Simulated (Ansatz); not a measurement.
Step by step: MgS, relaxation of cell and atoms

Computed with Ansatz 0.2.0, DFT, PBE, PAW with Ansatz's default frozen-core files, scalar-relativistic.

Command: `ansatz run input.yaml --threads 1 --pin off --max-ram 2048MiB --backend cpu --events-out ev --progress --plain --runs-dir out` The run took 8.8 s on 1 thread of Arm Neoverse V2, with other jobs on the host.

```yaml
crystal:
  lattice:
    - [0.0, 2.4445947985, 2.4445947985]
    - [2.4445947985, 0.0, 2.4445947985]
    - [2.4445947985, 2.4445947985, 0.0]
  atoms:
    - { symbol: Mg, position: [0.0, 0.0, 0.0] }
    - { symbol: S, position: [0.5, 0.5, 0.5] }
kpoints:
  mp_grid: { grid: [14, 14, 14] }
scf:
  occupations: { method: fermi_dirac, width: 0.03 }
hamiltonian:
  xc: pbe
  pseudopotentials: { kind: paw }
output:
  forces: true
  stress: true
  write_density: true
  write_potential: true
  elf: true
  volumetric_format: npy
relax:
  f_tol: 0.005
  max_steps: 80
  cell: {}
```

The cell is built from the rocksalt type as a first guess.

The cutoff is 420 eV; energies and pressures of the walk include the program's estimate of the Pulay term.

Each frame lists the cell vectors (Å), then Cartesian positions (Å); symmetry keeps all forces zero. Free energies count from the first step, -2828.3613 eV.

The walk took 6 evaluations in all; steps that aren't listed are left out.

Step 1: E = 0.0 meV, P = 22.53 GPa

```
cell 0.0000 2.4446 2.4446 2.4446 0.0000 2.4446 2.4446 2.4446 0.0000
Mg    0.0000    0.0000    0.0000
S     2.4446    2.4446    2.4446
```

Step 2: E = -330.4 meV, P = 7.04 GPa

```
cell 0.0000 2.5453 2.5453 2.5453 0.0000 2.5453 2.5453 2.5453 0.0000
Mg    0.0000    0.0000    0.0000
S     2.5453    2.5453    2.5453
```

Step 3: E = -383.6 meV, P = 1.56 GPa

```
cell 0.0000 2.5970 2.5970 2.5970 0.0000 2.5970 2.5970 2.5970 0.0000
Mg    0.0000    0.0000    0.0000
S     2.5970    2.5970    2.5970
```

Question: How does the relaxation end?

Answer: It converges, with a = 5.229 Å, b = 5.229 Å, c = 5.229 Å, α = 90.00°, β = 90.00°, γ = 90.00° (conventional cell, space group Fm-3m). The last solve (on a basis chosen afresh for the final cell, so its energy is not quite comparable) gives E = -387.7 meV, P = 0.04 GPa:
```
cell 0.0000 2.6144 2.6144 2.6144 0.0000 2.6144 2.6144 2.6144 0.0000
Mg    0.0000    0.0000    0.0000
S     2.6144    2.6144    2.6144
```
